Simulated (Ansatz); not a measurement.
Sensitivity of the gradients in AlN with Ge replacing Al to the input

Cell: a supercell of AlN (wurtzite type, P6_3mc) built from an entry of the Crystallography Open Database (COD) (the entry's cell lengths or inner coordinates differ somewhat from later room-temperature determinations), with all atoms left at the host's positions.

```
Ge Al N
1.0
     9.33900    0.00000    0.00000
    -3.11300    5.39187    0.00000
     0.00000    0.00000    9.96200
Ge Al N
1 23 24
Direct
  0.11111 0.33333 0.00000
  0.11111 0.33333 0.50000
  0.11111 0.83333 0.00000
  0.11111 0.83333 0.50000
  0.44444 0.33333 0.00000
  0.44444 0.33333 0.50000
  0.44444 0.83333 0.00000
  0.44444 0.83333 0.50000
  0.77778 0.33333 0.00000
  0.77778 0.33333 0.50000
  0.77778 0.83333 0.00000
  0.77778 0.83333 0.50000
  0.22222 0.16667 0.25000
  0.22222 0.16667 0.75000
  0.22222 0.66667 0.25000
  0.22222 0.66667 0.75000
  0.55556 0.16667 0.25000
  0.55556 0.16667 0.75000
  0.55556 0.66667 0.25000
  0.55556 0.66667 0.75000
  0.88889 0.16667 0.25000
  0.88889 0.16667 0.75000
  0.88889 0.66667 0.25000
  0.88889 0.66667 0.75000
  0.11111 0.33333 0.19000
  0.11111 0.33333 0.69000
  0.11111 0.83333 0.19000
  0.11111 0.83333 0.69000
  0.44444 0.33333 0.19000
  0.44444 0.33333 0.69000
  0.44444 0.83333 0.19000
  0.44444 0.83333 0.69000
  0.77778 0.33333 0.19000
  0.77778 0.33333 0.69000
  0.77778 0.83333 0.19000
  0.77778 0.83333 0.69000
  0.22222 0.16667 0.44000
  0.22222 0.16667 0.94000
  0.22222 0.66667 0.44000
  0.22222 0.66667 0.94000
  0.55556 0.16667 0.44000
  0.55556 0.16667 0.94000
  0.55556 0.66667 0.44000
  0.55556 0.66667 0.94000
  0.88889 0.16667 0.44000
  0.88889 0.16667 0.94000
  0.88889 0.66667 0.44000
  0.88889 0.66667 0.94000
```

Atoms are numbered from 1 in the order listed; like atoms form one site, named after its first atom.

Reference run. Method: Kohn–Sham DFT in Ansatz, PBE, plane waves and PAW, scalar-relativistic, 420 eV cutoff, Γ-centred 3×4×2 k-points, Fermi–Dirac smearing 0.01 eV, cell charge +1.

(1) The input is changed as follows: `scf.convergence.dr2_threshold`: not typed → 1e-05; `crystal.symmetry`: not typed → {detect: false}. What happens to V_zz (10²¹ V/m²) and η?

Answers

(1) 

```
site  atom  V_zz reference  η reference  V_zz changed  η changed
  Ge     1           -0.37         0.39         -0.37       0.39
 Al3     3           -0.52         0.06         -0.52       0.06
Al22    22            0.88         0.18          0.88       0.18
 N25    25            4.09         0.03          4.09       0.03
 N26    26            0.24         0.30          0.24       0.30
 N28    28            0.30         0.64          0.30       0.64
 N29    29            0.26         0.41          0.26       0.41
 N34    34            0.19         0.19          0.19       0.19
 N36    36            0.19         0.18          0.19       0.18
 N42    42            0.71         0.67          0.71       0.67
 N44    44            0.54         0.79          0.54       0.79
 N46    46            4.31         0.08          4.31       0.08
```

All printed values agree. The table leaves out 36 of the 48 sites, with |V_zz| up to 4.34; their tensors move by 0.01 at most along any direction. SCF iterations: 7 and 6. New warnings: force scf threshold loose, stress scf threshold loose. In the changed run the SCF threshold is loose, yet the gradients stay close to the reference.

On the reference run: The defect repeats with the cell of 48 atoms, so it feels its images: sites between two images don't show the values beside a lone defect, and zeros or small values of η there can come from the images' arrangement. Al and N carry a gradient in the pure host already, so the values there aren't the defect's effect alone. A uniform background compensates the cell's charge. The cell keeps the host's lattice, where the PBE pressure is 6 GPa (in a charged cell this depends on the convention for the mean potential). The neighbours have not yet relaxed around the defect (largest force 1.2 eV/Å), so a real crystal will differ.
